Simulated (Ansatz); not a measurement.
Data:

LaPd$_{2}$:
```xyz
3
Lattice="-1.9845 1.9845 4.4317 1.9845 -1.9845 4.4317 1.9845 1.9845 -4.4317" Properties=species:S:1:pos:R:3 pbc="T T T"
La     0.0000     0.0000     0.0000
Pd     0.0000     1.9845     2.2159
Pd     1.9845     0.0000     2.2159
```

This is the r²SCAN-relaxed structure.

### Question
All from r²SCAN in the plane-wave PAW code Ansatz, unless another level is named. Give the density of states at the Fermi level.

### Answer
0.67 states/eV per atom (mean over ±0.08 eV).

### Question
And the formation energy from the elements (no fitted shifts)?

### Answer
-0.61 eV/atom.

Space group I4/mmm. The workflow started from an entry of the Crystallography Open Database (COD). Its standing as an ambient phase is unchecked. The r²SCAN relaxation kept the symmetry of its start; its stability against distortions is not shown here. The run is not spin-polarised. The volume moved by -19 % from the start of the relaxation. The volume fell by over 15 % from the filed cell, which may lack light atoms or belong to other conditions. The references are the lowest solids computed at this level, not always the standard phases. Scalar-relativistic: spin–orbit coupling is off unless named, which matters more the heavier the elements.

Potentials: the later of the program's two PAW sets.
